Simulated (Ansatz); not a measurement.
Crystals of one structure type (CsCl type) and one family of elements, relaxed and computed with the program Ansatz at the PBEsol level (PAW).

```json
[
 {"crystal": "ScZn", "V (Å³/atom)": "17.99", "B₀ by P(V) fit (GPa)": "83.5"},
 {"crystal": "LuZn", "V (Å³/atom)": "20.18", "B₀ by P(V) fit (GPa)": "74.7"},
 {"crystal": "YZn", "V (Å³/atom)": "21.82", "B₀ by P(V) fit (GPa)": "?"},
 {"crystal": "LaZn", "V (Å³/atom)": "25.10", "B₀ by P(V) fit (GPa)": "52.8"},
 {"crystal": "LaHg", "V (Å³/atom)": "28.24", "B₀ by P(V) fit (GPa)": "57.2"}
]
```

Q: Fit a straight line to ln B₀ against ln V and predict the withheld value.

A: Least squares on the 4 shown rows: ln B₀ = -0.98 × ln V + (7.240), with a scatter of 7 %. For YZn this gives 68.0. The run itself gave 66.3, within the scatter.

Standing as an ambient phase not checked: ScZn, CsCl type; LuZn, CsCl type; YZn, CsCl type; LaZn, CsCl type; LaHg, CsCl type. All cells were relaxed under the symmetry of their starts (and spin orders); stability against distortions was not tested throughout. Rows with no word on spin ran without spin polarisation. Scalar-relativistic: spin–orbit coupling is off unless named, which matters more the heavier the elements.

Potentials: the later of the program's two PAW sets.
